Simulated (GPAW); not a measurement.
# Moving the functional in HPbNO4

```yaml
crystal:
  lattice:
    - [3.85404, 0.14384, 0.09012]
    - [-0.25320, 5.52698, 0.16471]
    - [-0.48197, -1.92720, 5.72025]
  atoms:
    - { symbol: H, position: [0.10913, 0.65718, 0.54463] }
    - { symbol: Pb, position: [0.61029, 0.52127, 0.15100] }
    - { symbol: N, position: [0.91580, 0.96263, 0.95867] }
    - { symbol: O, position: [0.01384, 0.13639, 0.88084] }
    - { symbol: O, position: [0.72398, 0.01057, 0.12858] }
    - { symbol: O, position: [0.00389, 0.73732, 0.87043] }
    - { symbol: O, position: [0.11927, 0.59324, 0.37651] }
```

The cell comes from a database or a generator and needn't be the stable form of this composition.

Kept alike: task band structure; k mesh 5 × 4 × 4; occupations fermi-dirac, width 0.05 eV; no spin polarisation. Program: GPAW, potentials by row: PAW data sets generated for this functional (AM05, BLYP, PBEsol, PW91); the program's PAW data sets (release 1.2.1) made for this functional (LDA, RPBE, revPBE); GPAW PAW data sets (gpaw-data 1.2.1) (PBE, SCAN, r2SCAN), cutoff 800 eV. The mesh is that of the run's cell of 7 atoms. No spin-orbit coupling.

| functional | band gap (eV) | pressure (GPa) |
| --- | --- | --- |
| AM05 | 3.142 | -1.98 |
| BLYP | 3.095 | 1.71 |
| LDA | 3.078 | -4.72 |
| PBE | 3.120 | -0.26 |
| PBEsol | 3.129 | -2.37 |
| PW91 | 3.118 | -0.49 |
| RPBE | 3.161 | 1.69 |
| SCAN | 3.415 | -3.14 |
| r2SCAN | 3.448 | -2.65 |
| revPBE | 3.157 | 1.27 |

Pressure is positive in compression; the values hold the error of the finite cutoff, so their zero can differ a little from the energy's minimum. Spin-orbit coupling, left out here, moves the band edges of heavy atoms and can close or invert small gaps. Runs of this series that gave no sound value for these columns are left out. Gaps are the smaller of the mesh's and the band path's.

The band gap runs from 3.078 (LDA) to 3.448 eV (r2SCAN). From PBE: AM05 +0.022; BLYP -0.025; LDA -0.042; PBEsol +0.009; PW91 -0.002; RPBE +0.041; SCAN +0.295; r2SCAN +0.328; revPBE +0.037. The pressure runs from -4.72 (LDA) to 1.71 GPa (BLYP). From PBE: AM05 -1.72; BLYP +1.97; LDA -4.46; PBEsol -2.11; PW91 -0.23; RPBE +1.95; SCAN -2.88; r2SCAN -2.39; revPBE +1.53. A positive pressure means that the functional's own cell is larger than the one given, a negative one that it is smaller.
